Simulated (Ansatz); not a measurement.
The relaxed structure here is a generated cell of AlNi: the first start was made by placing the elements on the sites of a structure type, and the end was not matched to a known phase here, so it may be hypothetical. Known forms of AlNi include space group No. 221.

A relaxed structure of AlNi. Space group P-6m2 (No. 187). These are PBE (plane waves to 420 eV, PAW, scalar-relativistic; Ansatz, a quantum-chemistry and plane-wave program) values and carry that method's errors.

```cif
data_AlNi
_chemical_formula_sum 'Al1 Ni1'
_space_group_name_H-M_alt 'P 1'
_space_group_IT_number 1
_cell_length_a 2.75869
_cell_length_b 2.75869
_cell_length_c 3.81684
_cell_angle_alpha 90.000
_cell_angle_beta 90.000
_cell_angle_gamma 120.000
loop_
_space_group_symop_operation_xyz
  'x, y, z'
loop_
_atom_site_label
_atom_site_type_symbol
_atom_site_fract_x
_atom_site_fract_y
_atom_site_fract_z
_atom_site_occupancy
Al1 Al 0.00000 0.00000 0.00000 1
Ni1 Ni 0.66667 0.33333 0.50000 1
```

Q: Estimate the magnetic moment that PBE returns for this input.

A: Zero (the starting moments vanished).

No spin polarisation in the result: the starting moments vanished. A magnetic state may lie lower.

The run could not lose the symmetry of its start: the end is stationary, and may be a saddle point rather than a minimum.

All atoms sit on sites fixed by symmetry, so only the cell could relax.
